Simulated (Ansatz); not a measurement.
MoS2 in space group P6_3/mmc (No. 194; Mo on 2b, S on 4f) at seven volumes, plane-wave PAW r²SCAN+D4 (Ansatz code), shape and atoms relaxed at each. One row is withheld.

```tsv
V (Å³/atom)	P (GPa)
16.680	5.20
17.230	2.92
17.780	?
18.330	0.00
18.880	-0.76
19.430	-1.14
19.980	-1.39
```

Task: Fit the shown pressures and predict the withheld one.

Result: P = (3/2)B₀(x^(7/2) − x^(5/2))[1 + (3/4)(B′ − 4)(x − 1)] with x = (V₀/V)^(2/3). Least squares on the six rows gives V₀ = 18.346 Å³/atom, B₀ = 31.2 GPa, B′ = 13.26. At V = 17.780, x = 1.0211 and P = 1.19 GPa. The run itself gave 1.19 GPa.

The first step of the workflow began from a Materials Project structure, measured or hypothetical. Its sites differ from those of the usual phase in this space group: another stacking or structure type. Symmetry was held in the r²SCAN+D4 relaxation; phonons on a q-mesh show no instability. The run is not spin-polarised.

Potentials: the earlier of the program's two PAW sets.
